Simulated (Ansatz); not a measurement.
Here is the system:

TaAg:
```yaml
crystal:
  lattice:
    - [4.70894, 0.00000, 0.00000]
    - [0.00000, 2.75069, 0.00000]
    - [0.00000, 0.00000, 5.22005]
  atoms:
    - { symbol: Ag, position: [0.25000, 0.00000, 0.85260] }
    - { symbol: Ag, position: [0.75000, 0.00000, 0.14740] }
    - { symbol: Ta, position: [0.25000, 0.50000, 0.34856] }
    - { symbol: Ta, position: [0.75000, 0.50000, 0.65144] }
```

This is the PBEsol-relaxed structure.

Question: All from DFT-PBEsol in the program Ansatz with PAW potentials, unless another level is named. Predict the formation energy from the elements (no fitted shifts).

Answer: 0.33 eV/atom.

Question: Predict the density of states at the Fermi level.

Answer: 0.47 states/eV per atom (mean over ±0.08 eV).

Space group Pmma. The start of the workflow was typed in or built on a structure type; neither database checked (COD, Materials Project) lists it. Its standing as an ambient phase is unchecked. The PBEsol relaxation kept the symmetry of its start; phonons show weakly imaginary modes. No spin polarisation was allowed. Its formation energy is positive at this level, so the cell may be metastable or incomplete. The references are the lowest solids computed at this level, not always the standard phases. Scalar-relativistic: spin–orbit coupling is off unless named, which matters more the heavier the elements.

Potentials: the earlier of the program's two PAW sets. The files were generated under PBE; for other functionals the program regenerates the frozen cores, and for LDA and PBEsol the local potential too.
